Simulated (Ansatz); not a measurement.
# Sc$_{3}$Al: strain energy, fitted

Sc$_{3}$Al, Pm-3m, a = 4.375 Å. The structure is a Materials Project entry; whether it is the stable form wasn't checked. Ansatz: PBEsol, PAW, 420 eV, Γ-centred 12×12×12 mesh on 4 atoms, Gaussian smearing 0.10 eV; no spin polarisation. Series: biaxial strain in the a-b plane, c and atoms relaxed; x is the strain in per cent. y is the free energy over the unstrained cell, V0 = 20.932 Å³/atom.

| x (%) | y (meV/atom) |
| --- | --- |
| -6.0 | 65.25 |
| -4.0 | 27.75 |
| -2.0 | ? |
| 0.0 | 0.00 |
| 2.0 | 6.02 |
| 4.0 | 22.70 |
| 6.0 | 47.84 |

Question: Fit y = c2 x² + c3 x³ to the other rows, turn c2 into a modulus, and predict the missing energy.

Answer: Least squares on the rows shown. y = 1.5717 x² − 0.040228 x³. In eV per unit strain² c2 is 15.72; M is the biaxial modulus (E = M V0 ε²): 15.72 × 160.2 / (20.932) = 120 GPa. At x = -2.0 the fit asked for gives 6.61 meV/atom. The run gave 6.64 meV/atom, so the fit is 0.03 meV/atom too low, within the rms miss on the fitted rows (0.07 meV/atom).

Cost: 7 runs of about 9.3 core-minutes in all, on AMD EPYC 7R43 (Zen 3) (shared hosts).